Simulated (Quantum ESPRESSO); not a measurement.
## Si3Ge3C2 (input and log of a self-consistent run)

Computed values, not a measurement. The program is pw.x of Quantum ESPRESSO 7.5 (plane-wave density functional theory). The cell is made up: 8 atoms on a zincblende/diamond lattice, with randomly drawn elements, strain and displacements, not relaxed. PseudoDojo standard norm-conserving files (v0.5 for PBE, v0.4.1 for LDA and PBEsol) set the functional; there is no spin polarisation, spin-orbit coupling or dispersion term, and the masses in the input are unused placeholders.

Input:

```
&control calculation='scf', pseudo_dir='./dojo.nc.sr.pbe.v0_5.standard.upf', outdir='./o', disk_io='low', tprnfor=.true., tstress=.true. /
&system ibrav=0, nat=8, ntyp=3, nbnd=41, ecutwfc=82.02448710, nosym=.true., tot_charge=0,
 occupations='smearing', smearing='fd', degauss=0.0073498644
/
&electrons conv_thr=7.350e-09, electron_maxstep=60, /
ATOMIC_SPECIES
C 1.0 C.upf
Ge 1.0 Ge.upf
Si 1.0 Si.upf
CELL_PARAMETERS angstrom
5.7227 -0.0029 0.0
-0.0029 5.7227 0.0
0.0 0.0 5.7227
ATOMIC_POSITIONS angstrom
Si 0.0184 -0.0115 -0.0102
Ge 0.0018 2.7965 2.8602
Si 2.7846 -0.0541 2.8984
Ge 2.8887 2.8939 -0.029
Ge 1.4533 1.408 1.5309
Si 1.4956 4.3092 4.3371
C 4.2483 1.4512 4.3157
C 4.2721 4.299 1.452
K_POINTS automatic
6 6 6 1 1 1
```

The log is shortened where brackets say so; the opening notice, blank lines, dates and the lines on written files are dropped, and the path of the files is cut. It prints rydbergs, bohrs and kilobars, and counts compression as positive stress.

```
     Program PWSCF v.7.5
     Parallel version (MPI & OpenMP), running on       4 processor cores
     Number of MPI processes:                 4
     Threads/MPI process:                     1
     [start-up lines left out]
     bravais-lattice index     =            0
     lattice parameter (alat)  =      10.8143  a.u.
     unit-cell volume          =    1264.7347 (a.u.)^3
     number of atoms/cell      =            8
     number of atomic types    =            3
     number of electrons       =        62.00
     number of Kohn-Sham states=           41
     kinetic-energy cutoff     =      82.0245  Ry
     charge density cutoff     =     328.0979  Ry
     scf convergence threshold =      7.3E-09
     mixing beta               =       0.7000
     number of iterations used =            8  plain     mixing
     Exchange-correlation= PBE
                           (   1   4   3   4   0   0   0)
     [axes and pseudopotential details left out]
   Cartesian axes
     site n.     atom                  positions (alat units)
         1        Si     tau(   1) = (   0.0032153  -0.0020095  -0.0017824  )
         2        Ge     tau(   2) = (   0.0003145   0.4886679   0.4997990  )
         3        Si     tau(   3) = (   0.4865884  -0.0094536   0.5064742  )
         4        Ge     tau(   4) = (   0.5047791   0.5056878  -0.0050675  )
         5        Ge     tau(   5) = (   0.2539535   0.2460377   0.2675136  )
         6        Si     tau(   6) = (   0.2613451   0.7530011   0.7578764  )
         7        C      tau(   7) = (   0.7423593   0.2535866   0.7541369  )
         8        C      tau(   8) = (   0.7465182   0.7512187   0.2537264  )
     number of k points=   108  Fermi-Dirac smearing, width (Ry)=  0.0073
     Number of k-points >= 100: set verbosity='high' to print them.
     Dense  grid:   126967 G-vectors     FFT dimensions: (  64,  64,  64)
     Estimated max dynamical RAM per process >     430.94 MB
     Estimated total dynamical RAM >       1.59 GB
     Initial potential from superposition of free atoms
     starting charge      61.9956, renormalised to      62.0000
     Starting wfcs are   47 randomized atomic wfcs
     total cpu time spent up to now is       12.7 secs
     per-process dynamical memory:   364.2 Mb
     Self-consistent Calculation
     iteration #  1     ecut=    82.02 Ry     beta= 0.70
     Davidson diagonalization with overlap
     ethr =  1.00E-02,  avg # of iterations =  3.0
     Threshold (ethr) on eigenvalues was too large:
     Diagonalizing with lowered threshold
     Davidson diagonalization with overlap
     ethr =  9.31E-04,  avg # of iterations =  1.5
     total cpu time spent up to now is       67.8 secs
     total energy              =    -584.44731607 Ry
     estimated scf accuracy    <       0.57587812 Ry
     iteration #  2     ecut=    82.02 Ry     beta= 0.70
     Davidson diagonalization with overlap
     ethr =  9.29E-04,  avg # of iterations =  6.2
     total cpu time spent up to now is      102.6 secs
     total energy              =    -584.35992294 Ry
     estimated scf accuracy    <       2.62185634 Ry
     iteration #  3     ecut=    82.02 Ry     beta= 0.70
     Davidson diagonalization with overlap
     ethr =  9.29E-04,  avg # of iterations =  3.9
     total cpu time spent up to now is      134.8 secs
     total energy              =    -584.73151835 Ry
     estimated scf accuracy    <       0.02682845 Ry
     iteration #  4     ecut=    82.02 Ry     beta= 0.70
     Davidson diagonalization with overlap
     ethr =  4.33E-05,  avg # of iterations =  7.3
     total cpu time spent up to now is      172.4 secs
     total energy              =    -584.74025139 Ry
     estimated scf accuracy    <       0.00549720 Ry
     iteration #  5     ecut=    82.02 Ry     beta= 0.70
     Davidson diagonalization with overlap
     ethr =  8.87E-06,  avg # of iterations =  4.9
     total cpu time spent up to now is      204.8 secs
     total energy              =    -584.74070838 Ry
     estimated scf accuracy    <       0.00246145 Ry
     [iterations 6 to 8 left out]
     iteration #  9     ecut=    82.02 Ry     beta= 0.70
     Davidson diagonalization with overlap
     ethr =  2.57E-09,  avg # of iterations =  4.9
     total cpu time spent up to now is      313.2 secs
     total energy              =    -584.74112575 Ry
     estimated scf accuracy    <       0.00000164 Ry
     iteration # 10     ecut=    82.02 Ry     beta= 0.70
     Davidson diagonalization with overlap
     ethr =  2.57E-09,  avg # of iterations =  2.0
     total cpu time spent up to now is      338.0 secs
     total energy              =    -584.74112587 Ry
     estimated scf accuracy    <       0.00000030 Ry
     iteration # 11     ecut=    82.02 Ry     beta= 0.70
     Davidson diagonalization with overlap
     ethr =  4.83E-10,  avg # of iterations =  2.3
     total cpu time spent up to now is      363.2 secs
     total energy              =    -584.74112593 Ry
     estimated scf accuracy    <          9.6E-09 Ry
     iteration # 12     ecut=    82.02 Ry     beta= 0.70
     Davidson diagonalization with overlap
     ethr =  1.55E-11,  avg # of iterations =  4.1
     total cpu time spent up to now is      393.3 secs
     total energy              =    -584.74112594 Ry
     estimated scf accuracy    <          8.4E-09 Ry
     iteration # 13     ecut=    82.02 Ry     beta= 0.70
     Davidson diagonalization with overlap
     ethr =  1.36E-11,  avg # of iterations =  2.0
     total cpu time spent up to now is      418.3 secs
     End of self-consistent calculation
     Number of k-points >= 100: set verbosity='high' to print the bands.
     the Fermi energy is     4.8814 ev
!    total energy              =    -584.74112594 Ry
     estimated scf accuracy    <          1.1E-09 Ry
     smearing contrib. (-TS)   =      -0.00192020 Ry
     internal energy E=F+TS    =    -584.73920574 Ry
     The total energy is F=E-TS. E is the sum of the following terms:
     one-electron contribution =    -375.27664957 Ry
     hartree contribution      =     218.42930070 Ry
     xc contribution           =    -147.21443990 Ry
     ewald contribution        =    -280.67741697 Ry
     convergence has been achieved in  13 iterations
     Forces acting on atoms (cartesian axes, Ry/au):
     atom    1 type  3   force =    -0.07487547    0.00524136    0.01218220
     atom    2 type  2   force =    -0.08638602    0.03699194    0.03516538
     atom    3 type  3   force =     0.10710525    0.00345019   -0.00182735
     atom    4 type  2   force =     0.08065496   -0.01924947    0.02449000
     atom    5 type  2   force =     0.00262091   -0.01730667   -0.04832803
     atom    6 type  3   force =    -0.04074543   -0.00002455   -0.01190808
     atom    7 type  1   force =     0.00929891   -0.01485646   -0.00210516
     atom    8 type  1   force =     0.00232689    0.00575367   -0.00766896
     Total force =     0.199161     Total SCF correction =     0.000105
     Computing stress (Cartesian axis) and pressure
          total   stress  (Ry/bohr**3)                   (kbar)     P=     -139.74
  -0.00099095  -0.00005695   0.00000913         -145.77       -8.38        1.34
  -0.00005695  -0.00092531  -0.00004507           -8.38     -136.12       -6.63
   0.00000913  -0.00004507  -0.00093355            1.34       -6.63     -137.33
     init_run     :     11.87s CPU     12.39s WALL (       1 calls)
     electrons    :    403.28s CPU    405.70s WALL (       1 calls)
     forces       :      4.15s CPU      4.18s WALL (       1 calls)
     stress       :     14.80s CPU     14.81s WALL (       1 calls)
     [timing details left out]
     PWSCF        :   7m14.66s CPU   7m17.74s WALL
     JOB DONE.
```

In other units: free energy -7955.808 eV for the cell, pressure -13.97 GPa, largest force component 2.754 eV/Å. A rerun of the same cell at another strain at 1347 eV and a 8 x 8 x 8 mesh moved values by no more than 0.004 eV in energy, 0.02 GPa in stress and 0.004 eV/Å in force.